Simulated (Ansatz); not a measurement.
NbSiAs:
```yaml
crystal:
  lattice:
    - [3.50279, 0.00000, 0.00000]
    - [0.00000, 3.50279, 0.00000]
    - [0.00000, 0.00000, 7.92078]
  atoms:
    - { symbol: Nb, position: [0.00000, 0.50000, 0.74571] }
    - { symbol: Nb, position: [0.50000, 0.00000, 0.25429] }
    - { symbol: Si, position: [0.50000, 0.50000, 0.00000] }
    - { symbol: Si, position: [0.00000, 0.00000, 0.00000] }
    - { symbol: As, position: [0.50000, 0.00000, 0.61330] }
    - { symbol: As, position: [0.00000, 0.50000, 0.38670] }
```

Relaxed with r²SCAN. Special points in fractions of this cell's reciprocal vectors: Γ (0.000, 0.000, 0.000); X (0.000, 0.500, 0.000); M (0.500, 0.500, 0.000); Z (0.000, 0.000, 0.500); R (0.000, 0.500, 0.500); A (0.500, 0.500, 0.500).

Question: List the band energies nearest the Fermi level at these points for r²SCAN (plane waves, PAW; program Ansatz).

Answer: In eV from the Fermi level; about four levels below and three above (degenerate sets whole), none deeper than 8.9 eV; points with the same levels are listed once.

```
k                          below                above
-  -----------------------------  -------------------
Γ  -2.17 -2.17 -0.88 -0.65 -0.65       0.82 0.85 1.02
X        -2.19 -2.19 -1.38 -1.38  1.39 1.39 2.56 2.56
M        -3.09 -3.09 -2.38 -2.38  2.46 2.46 2.85 2.85
Z        -2.92 -2.76 -2.76 -0.90       0.31 0.31 0.33
R        -2.05 -2.05 -0.99 -0.99  1.73 1.73 1.85 1.85
A        -2.71 -2.71 -2.68 -2.68  1.17 1.17 2.46 2.46
```

Space group P4/nmm. The workflow started from a Materials Project entry (that database holds measured and hypothetical structures alike); the Crystallography Open Database files this formula in space group No. 129, but the cells were not matched. Its standing as an ambient phase is unchecked. The r²SCAN relaxation kept the symmetry of its start; its stability against distortions is not shown here. No spin polarisation was allowed. Spin–orbit coupling is left out wherever it is not named.

Potentials: the earlier of the program's two PAW sets.
